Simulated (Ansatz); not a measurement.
System: Sr (fcc type), 1 atom in the cell.

These are results of PBE, all-electron LAPW, point nucleus (Ansatz), not measurements.

k-mesh 12×12×12 Γ-centred; Fermi–Dirac smearing of 0.1 eV; no spin polarisation.

```
Sr
1.0
     0.00000    3.01000    3.01000
     3.01000    0.00000    3.01000
     3.01000    3.01000    0.00000
Sr
1
Direct
  0.00000 0.00000 0.00000
```

Task: Is the cell under compression or tension, and by how much?

Result: The pressure is 0.11 GPa, so at these settings the cell is compressed and would expand.
